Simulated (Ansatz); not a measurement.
**Magnetic order of MnO at several levels**

```yaml
crystal:
  lattice:
    - [0.00000, 4.44600, 4.44600]
    - [2.22300, 0.00000, 2.22300]
    - [2.22300, 2.22300, 0.00000]
  atoms:
    - { symbol: Mn, position: [0.00000, 0.00000, 0.00000] }
    - { symbol: O, position: [0.25000, 0.50000, 0.50000] }
    - { symbol: Mn, position: [0.50000, 0.00000, 0.00000] }
    - { symbol: O, position: [0.75000, 0.50000, 0.50000] }
```

The same starts (parallel, antiparallel patterns that fit this cell, and no moments) were run with plane-wave PAW DFT (Ansatz 0.2.0; atoms fixed, collinear spin, no spin-orbit coupling; 4×8×8 Γ-centred mesh, fermi-dirac occupations of width 0.050 eV) at these levels: PBE, 420 eV; PBE with U_eff = 4.0 eV on Mn d (all-electron-ortho-atomic projectors), 420 eV; r2SCAN, 500 eV.

Q: Which order does each level favour, and how strongly?

A: The runs give, at zero smearing:

```json
{"level": "PBE", "lowest state": "antiparallel, compensated", "mean moment on Mn (μB)": "4.06", "parallel less best compensated antiparallel (meV per Mn)": "+151", "gain over no moments (meV per Mn)": "2318"}
{"level": "PBE + U", "lowest state": "antiparallel, compensated", "mean moment on Mn (μB)": "4.24", "parallel less best compensated antiparallel (meV per Mn)": "+77", "gain over no moments (meV per Mn)": "4329"}
{"level": "r2SCAN", "lowest state": "antiparallel, compensated", "mean moment on Mn (μB)": "4.20", "parallel less best compensated antiparallel (meV per Mn)": "+106", "gain over no moments (meV per Mn)": "3366"}
```

Site moments are taken in small spheres that don't touch (radius about 0.4 of the atom's shortest bond), so those of the magnetic atoms read low. All levels favour antiparallel moments: the difference runs from +77 to +151 meV per Mn. The moment grows from 4.06 μB under PBE to 4.24 μB under PBE + U.

The cell is that of a Crystallography Open Database entry, unchanged but doubled along one cell vector so that moments can oppose.

Caveats: only orders that fit this cell were tried, so the true order may need a larger cell or canted moments; atoms and cell are held at the entry's values; differences under about 5 meV per magnetic atom weren't tested against a denser mesh or another U, and are taken as unresolved; the U is a value in common use, not computed for this crystal; the state without moments isn't the paramagnet, so the last column is no ordering energy, and a U inflates it; the entry's cell stands up to +7 GPa off zero pressure at these levels; the nearest magnetic atoms form triangles, which frustrates antiparallel coupling, so the true order may be non-collinear or need another cell.
